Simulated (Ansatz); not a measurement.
MoRh:
```
CELL_PARAMETERS angstrom
      4.35718     0.00000     0.00000
      0.00000     2.70660     0.00000
      0.00000     0.00000     4.74316
ATOMIC_POSITIONS crystal
  Mo 0.75000 0.00000 0.17135
  Mo 0.25000 0.00000 0.82865
  Rh 0.75000 0.50000 0.67390
  Rh 0.25000 0.50000 0.32610
```

Relaxed with LDA. Special points in fractions of this cell's reciprocal vectors: Γ (0.000, 0.000, 0.000); X (0.500, 0.000, 0.000); S (0.500, 0.500, 0.000); Y (0.000, 0.500, 0.000); Z (0.000, 0.000, 0.500); U (0.500, 0.000, 0.500); R (0.500, 0.500, 0.500); T (0.000, 0.500, 0.500).

**Question.** List the band energies nearest the Fermi level at these points for LDA (plane waves, PAW; program Ansatz).

**Answer.** In eV from the Fermi level; about four levels below and three above (degenerate sets whole), none deeper than 8.9 eV; points with the same levels are listed once.

| k | below | above |
|---|---|---|
| Γ | -1.36 -0.89 -0.80 -0.42 | 1.56 2.20 2.60 |
| X | -1.99 -1.99 -1.13 -1.13 | 0.74 0.74 1.43 1.43 |
| S | -1.63 -1.63 -1.42 -1.42 | 0.04 0.04 1.37 1.37 |
| Y | -1.16 -1.06 -0.88 -0.51 | 0.71 1.55 2.04 |
| Z | -1.11 -1.01 -0.95 -0.44 | 0.96 1.43 1.86 |
| U | -1.39 -1.39 -1.12 -1.12 | 1.29 1.29 1.55 1.55 |
| R | -4.25 -4.25 -1.29 -1.29 | 0.28 0.28 0.51 0.51 |
| T | -1.14 -1.09 -1.00 -0.32 | 1.32 1.56 1.62 |

Space group Pmma. The first step of the workflow began from a Materials Project structure, measured or hypothetical; the Crystallography Open Database copy checked does not list it. With Mo and Rh taken as one species the cell has the higher symmetry P6_3/mmc, so it may be an ordered model of a mixed-site phase. Its standing as an ambient phase is unchecked. The LDA relaxation kept the symmetry of its start; of distortions, only those at the zone centre were tested. No spin polarisation was allowed. Scalar-relativistic: spin–orbit coupling is off unless named, which matters more the heavier the elements.

Potentials: the later of the program's two PAW sets.
